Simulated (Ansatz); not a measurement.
InP (zinc blende)

```cif
data_In4P4
_chemical_formula_sum 'P4 In4'
_space_group_name_H-M_alt 'F-43m'
_space_group_IT_number 216
_space_group_name_Hall 'F -4 2 3'
_cell_length_a 5.90685
_cell_length_b 5.90685
_cell_length_c 5.90685
_cell_angle_alpha 90.000
_cell_angle_beta 90.000
_cell_angle_gamma 90.000
loop_
_atom_site_label
_atom_site_type_symbol
_atom_site_symmetry_multiplicity
_atom_site_Wyckoff_symbol
_atom_site_fract_x
_atom_site_fract_y
_atom_site_fract_z
_atom_site_occupancy
P1 P 4 d 0.75000 0.75000 0.75000 1
In1 In 4 a 0.00000 0.00000 0.00000 1
```
(The calculation used a cell of 2 atoms; values per cell refer to that cell.)

Grid over V/V₀ and (c/a)/(c/a)₀, subscript 0 meaning the relaxed cell; the conventional c axis lies along z; no internal relaxation.

Computed with r2SCAN (plane waves to 500 eV, PAW, scalar-relativistic; Ansatz, an electronic-structure program). k mesh 10×10×10 (Γ-centred), Fermi-Dirac smearing 0.05 eV. Compression counts positive. InP was relaxed with its symmetry unable to fall. 

```
P (GPa)               V/V₀ = 0.960  V/V₀ = 0.980  V/V₀ = 1.000  V/V₀ = 1.020  V/V₀ = 1.040
--------------------  ------------  ------------  ------------  ------------  ------------
(c/a)/(c/a)₀ = 0.960          3.01           ___         -0.04         -1.33         -2.48
(c/a)/(c/a)₀ = 0.980          3.05          1.44         -0.01         -1.30         -2.45
(c/a)/(c/a)₀ = 1.000          3.06          1.45          0.00         -1.29         -2.45
(c/a)/(c/a)₀ = 1.020          3.05          1.44         -0.01         -1.30         -2.45
(c/a)/(c/a)₀ = 1.040          3.02           ___         -0.03         -1.32         -2.48
```

Question: Complete the blanks.

Answer: 
- (c/a)/(c/a)₀ = 0.960, V/V₀ = 0.980: 1.40
- (c/a)/(c/a)₀ = 1.040, V/V₀ = 0.980: 1.41

(Under strain, the slope of the energy per volume gives the stress and its curvature an elastic modulus.)
